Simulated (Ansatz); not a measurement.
A geometry of SnO away from equilibrium: step 2 of the relaxation of a randomly generated symmetric cell of SnO (space group No. 73). All values below come from r2SCAN (plane waves to 500 eV, PAW, scalar-relativistic; Ansatz, an electronic-structure program). Γ-centred k-mesh 6×6×6 on the run's cell (coarser than for final values), Fermi–Dirac smearing 0.05 eV. The plane waves were selected for a different cell earlier on the path.

```
SnO
1.0
   -2.81198     3.19050     4.07833
    2.81198    -3.19050     4.07833
    2.81198     3.19050    -4.07833
O Sn
4 4
Direct
  0.25000   0.13122   0.88122
  0.75000   0.36878   0.61878
  0.75000   0.86878   0.11878
  0.25000   0.63122   0.38122
  0.14036   0.39036   0.75000
  0.35964   0.10964   0.25000
  0.85964   0.60964   0.25000
  0.64036   0.89036   0.75000
```

Give the Cartesian forces on all atoms (eV/Å).


```json
[
 {"atom": "O1", "Fx": "-0.46", "Fy": "0.00", "Fz": "0.00"},
 {"atom": "O2", "Fx": "0.46", "Fy": "0.00", "Fz": "0.00"},
 {"atom": "O3", "Fx": "0.46", "Fy": "0.00", "Fz": "0.00"},
 {"atom": "O4", "Fx": "-0.46", "Fy": "0.00", "Fz": "0.00"},
 {"atom": "Sn5", "Fx": "0.00", "Fy": "0.00", "Fz": "-0.34"},
 {"atom": "Sn6", "Fx": "0.00", "Fy": "0.00", "Fz": "0.34"},
 {"atom": "Sn7", "Fx": "0.00", "Fy": "0.00", "Fz": "0.34"},
 {"atom": "Sn8", "Fx": "0.00", "Fy": "0.00", "Fz": "-0.34"}
]
```

The path ends in P4/nmm (No. 129) (AFLOW prototype AB_tP4_129_a_c (B10, as in PbO)). No spin polarisation in the result.

The run could not lose the symmetry of its start.

The first start was generated by a random draw of sites in a space group. A measured structure of SnO has the same space group, P4/nmm (No. 129); the sites were not compared with it.
